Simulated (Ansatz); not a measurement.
YLuAs2 as one 4-atom ordering (R-3m) on the rocksalt lattice, relaxed with r2SCAN: 4 runs in Ansatz 0.2.0, each a construction of maximally localised Wannier functions. The symmetry is R-3m (No. 166, trigonal); conventional cell a = 4.070 Å, c = 19.898 Å, 23.79 Å³ an atom. Y has 6 As at 2.90 Å; Lu has 6 As at 2.85 Å; As has 3 Lu at 2.85 Å and 3 Y at 2.90 Å. (Calculated; spin-unpolarised; the phase may be known or hypothetical.)

```xyz
4
Lattice="2.0352 1.1750 6.6326 -2.0352 1.1750 6.6326 0.0000 -2.3500 6.6326" Properties=species:S:1:pos:R:3 pbc="T T T"
Y     2.0352    1.1750    6.6326
Lu    0.0000    0.0000    9.9490
As    0.0000    0.0000    4.9323
As    0.0000    0.0000   14.9657
```

Windows count from the Fermi level (the cell has no gap); a dash means that no such window was set (without an outer window there is no disentanglement).

```
functional  SCF mesh  trial orbitals  functions   mesh  window (eV)  frozen (eV)  Ω total (Å²)  Ω invariant (Å²)  largest spread (Å²)  least projectability  interpolation miss of the model's filled bands (eV, to the nearest computed level)
       PBE     6×6×6      As s, As p          8  6×6×6            –            –         24.27             20.76                 3.15                  0.76                                                                               0.081
       PBE     6×6×6      As s, As p          8  4×4×4            –            –         21.39             18.10                 2.78                  0.78                                                                               0.128
       PBE     6×6×6            As p          6  6×6×6            –            –         24.07             23.09                 4.01                  0.74                                                                               0.084
    r2SCAN     6×6×6            As p          6  6×6×6            –            –         22.76             21.96                 3.79                  0.74                                                                               0.070
```

For As s, As p with PBE the spread goes 21.39 Å² (4×4×4), 24.27 Å² (6×6×6).

The runs are scalar-relativistic, without spin-orbit coupling.
